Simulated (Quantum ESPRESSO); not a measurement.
## W2Pd2MoPt2Ti (input and log of a self-consistent run)

Computed values, not a measurement. The program is pw.x of Quantum ESPRESSO 7.5 (plane-wave density functional theory). The cell is made up: eight metal atoms on a hexagonal close-packed lattice, with elements, volume, strain and displacements drawn at random and not relaxed, so it may be unstable or far from any real phase. PseudoDojo standard norm-conserving files set the functional (PBE unless stated); there is no spin polarisation or spin-orbit coupling, the Fermi-Dirac width of 0.25 eV means electrons at about 2900 K, and the masses in the input are unused placeholders. Heavy elements are run without spin-orbit coupling, which real alloys of them have. A spin test at this wide smearing found no moment, but such smearing suppresses magnetism that the real alloy may have.

Input:

```
&control calculation='scf', pseudo_dir='./dojo.nc.sr.pbe.v0_5.standard.upf', outdir='./o', disk_io='medium', tprnfor=.true., tstress=.true. /
&system ibrav=0, nat=8, ntyp=5, nbnd=81, ecutwfc=84.00895049, nosym=.true., tot_charge=0,
 occupations='smearing', smearing='fd', degauss=0.0183746611
/
&electrons conv_thr=1.470e-08, electron_maxstep=70, mixing_beta=0.5 /
ATOMIC_SPECIES
Mo 1.0 Mo.upf
Pd 1.0 Pd.upf
Pt 1.0 Pt.upf
Ti 1.0 Ti.upf
W 1.0 W.upf
CELL_PARAMETERS angstrom
2.8345 0.0011 0.0246
0.002 4.7581 -0.007
0.0787 -0.013 8.9809
ATOMIC_POSITIONS angstrom
W -0.1921 0.0545 0.0212
Pd 0.0 -0.1035 4.4408
W 0.1915 1.5895 2.1248
Mo 0.1033 1.5534 6.7117
Pt 1.4048 2.5165 0.0707
Pd 1.5163 2.3278 4.4277
Ti 1.3907 4.007 2.331
Pt 1.5292 3.8794 6.6363
K_POINTS automatic
8 5 3 1 1 1
```

The log is shortened where brackets say so; the opening notice, blank lines, dates and the lines on written files are dropped, and the path of the files is cut. It prints rydbergs, bohrs and kilobars, and counts compression as positive stress. Its total energy is the free energy E - TS of the whole cell.

```
     Program PWSCF v.7.5
     Parallel version (MPI & OpenMP), running on       1 processor cores
     Number of MPI processes:                 1
     Threads/MPI process:                     1
     [start-up lines left out]
     bravais-lattice index     =            0
     lattice parameter (alat)  =       5.3566  a.u.
     unit-cell volume          =     817.3206 (a.u.)^3
     number of atoms/cell      =            8
     number of atomic types    =            5
     number of electrons       =       126.00
     number of Kohn-Sham states=           81
     kinetic-energy cutoff     =      84.0090  Ry
     charge density cutoff     =     336.0358  Ry
     scf convergence threshold =      1.5E-08
     mixing beta               =       0.5000
     number of iterations used =            8  plain     mixing
     Exchange-correlation= PBE
                           (   1   4   3   4   0   0   0)
     [axes and pseudopotential details left out]
   Cartesian axes
     site n.     atom                  positions (alat units)
         1        W      tau(   1) = (  -0.0677695   0.0192267   0.0074790  )
         2        Pd     tau(   2) = (   0.0000000  -0.0365130   1.5666369  )
         3        W      tau(   3) = (   0.0675579   0.5607479   0.7495925  )
         4        Mo     tau(   4) = (   0.0364424   0.5480125   2.3677709  )
         5        Pt     tau(   5) = (   0.4955890   0.8877774   0.0249417  )
         6        Pd     tau(   6) = (   0.5349242   0.8212073   1.5620155  )
         7        Ti     tau(   7) = (   0.4906148   1.4135999   0.8223362  )
         8        Pt     tau(   8) = (   0.5394751   1.3685848   2.3411711  )
     number of k points=    60  Fermi-Dirac smearing, width (Ry)=  0.0184
                       cart. coord. in units 2pi/alat
        k(    1) = (   0.0620266   0.0596250   0.0521471), wk =   0.0333333
        k(    2) = (   0.0638531   0.0593146  -0.1582868), wk =   0.0333333
     [further k points left out]
     Dense  grid:    85093 G-vectors     FFT dimensions: (  32,  54, 100)
     Estimated max dynamical RAM per process >     174.85 MB
     Initial potential from superposition of free atoms
     starting charge     125.9953, renormalised to     126.0000
     Starting wfcs are   78 randomized atomic wfcs +    3 random wfcs
     total cpu time spent up to now is       30.2 secs
     per-process dynamical memory:    94.9 Mb
     Self-consistent Calculation
     iteration #  1     ecut=    84.01 Ry     beta= 0.50
     Davidson diagonalization with overlap
     ethr =  1.00E-02,  avg # of iterations =  3.1
     total cpu time spent up to now is      142.8 secs
     total energy              =   -1603.99702561 Ry
     estimated scf accuracy    <      33.99815506 Ry
     iteration #  2     ecut=    84.01 Ry     beta= 0.50
     Davidson diagonalization with overlap
     ethr =  1.00E-02,  avg # of iterations =  5.7
     total cpu time spent up to now is      306.4 secs
     total energy              =   -1595.24859970 Ry
     estimated scf accuracy    <     558.84775705 Ry
     iteration #  3     ecut=    84.01 Ry     beta= 0.50
     Davidson diagonalization with overlap
     ethr =  1.00E-02,  avg # of iterations =  6.0
     total cpu time spent up to now is      464.4 secs
     total energy              =   -1626.44377171 Ry
     estimated scf accuracy    <      27.20200864 Ry
     iteration #  4     ecut=    84.01 Ry     beta= 0.50
     Davidson diagonalization with overlap
     ethr =  1.00E-02,  avg # of iterations =  2.0
     total cpu time spent up to now is      543.8 secs
     total energy              =   -1627.46874204 Ry
     estimated scf accuracy    <      14.64614635 Ry
     iteration #  5     ecut=    84.01 Ry     beta= 0.50
     Davidson diagonalization with overlap
     ethr =  1.00E-02,  avg # of iterations =  1.0
     total cpu time spent up to now is      620.8 secs
     total energy              =   -1627.25761527 Ry
     estimated scf accuracy    <      11.85010532 Ry
     [iterations 6 to 16 left out]
     iteration # 17     ecut=    84.01 Ry     beta= 0.50
     Davidson diagonalization with overlap
     ethr =  1.43E-08,  avg # of iterations =  1.0
     total cpu time spent up to now is     1612.8 secs
     total energy              =   -1627.10449527 Ry
     estimated scf accuracy    <       0.00000344 Ry
     iteration # 18     ecut=    84.01 Ry     beta= 0.50
     Davidson diagonalization with overlap
     ethr =  2.73E-09,  avg # of iterations =  1.6
     total cpu time spent up to now is     1730.3 secs
     total energy              =   -1627.10449549 Ry
     estimated scf accuracy    <       0.00000282 Ry
     iteration # 19     ecut=    84.01 Ry     beta= 0.50
     Davidson diagonalization with overlap
     ethr =  2.24E-09,  avg # of iterations =  1.0
     total cpu time spent up to now is     1846.6 secs
     total energy              =   -1627.10449569 Ry
     estimated scf accuracy    <       0.00000034 Ry
     iteration # 20     ecut=    84.01 Ry     beta= 0.50
     Davidson diagonalization with overlap
     ethr =  2.70E-10,  avg # of iterations =  1.1
     total cpu time spent up to now is     1943.3 secs
     total energy              =   -1627.10449571 Ry
     estimated scf accuracy    <       0.00000002 Ry
     iteration # 21     ecut=    84.01 Ry     beta= 0.50
     Davidson diagonalization with overlap
     ethr =  1.89E-11,  avg # of iterations =  2.3
     total cpu time spent up to now is     2055.4 secs
     End of self-consistent calculation
     [lines on levels left out]
!    total energy              =   -1627.10449571 Ry
     estimated scf accuracy    <          2.7E-09 Ry
     smearing contrib. (-TS)   =      -0.10800489 Ry
     internal energy E=F+TS    =   -1626.99649083 Ry
     The total energy is F=E-TS. E is the sum of the following terms:
     one-electron contribution =    -386.14928041 Ry
     hartree contribution      =     273.39802661 Ry
     xc contribution           =    -284.41497333 Ry
     ewald contribution        =   -1229.83026370 Ry
     convergence has been achieved in  21 iterations
     Forces acting on atoms (cartesian axes, Ry/au):
     atom    1 type  5   force =     0.01413466    0.02217514   -0.06132119
     atom    2 type  2   force =     0.01657590    0.03709111   -0.01530567
     atom    3 type  5   force =    -0.02978034   -0.01854758    0.05590040
     atom    4 type  1   force =     0.00068628   -0.01606391    0.02106353
     atom    5 type  3   force =     0.00331140   -0.02337045   -0.06377733
     atom    6 type  2   force =    -0.00448760   -0.03292873   -0.01580357
     atom    7 type  4   force =     0.01683086    0.00626897    0.01884956
     atom    8 type  3   force =    -0.01727116    0.02537545    0.06039427
     Total force =     0.150469     Total SCF correction =     0.000255
     Computing stress (Cartesian axis) and pressure
          total   stress  (Ry/bohr**3)                   (kbar)     P=      102.29
   0.00023287   0.00022246  -0.00003542           34.26       32.73       -5.21
   0.00022246   0.00104608  -0.00009397           32.73      153.88      -13.82
  -0.00003542  -0.00009397   0.00080710           -5.21      -13.82      118.73
     init_run     :     28.20s CPU     29.92s WALL (       1 calls)
     electrons    :   1949.15s CPU   2025.27s WALL (       1 calls)
     forces       :     22.40s CPU     22.65s WALL (       1 calls)
     stress       :     77.98s CPU     80.00s WALL (       1 calls)
     [timing details left out]
     PWSCF        :  34m38.42s CPU  35m59.33s WALL
     JOB DONE.
```

In other units: free energy -22137.884 eV for the cell, pressure 10.23 GPa, largest force component 1.640 eV/Å in size. The run took 2161 s of wall time with one process on a shared machine (AMD EPYC, Zen 5, virtual cores), so the time is rough. A rerun of this cell at a higher cutoff and on a denser mesh moved values by no more than 0.005 eV in energy, 0.13 GPa in stress and 0.013 eV/Å in force, and a second program with other atomic files agreed on that cell to 2 % rms in force and 0.5 GPa in pressure.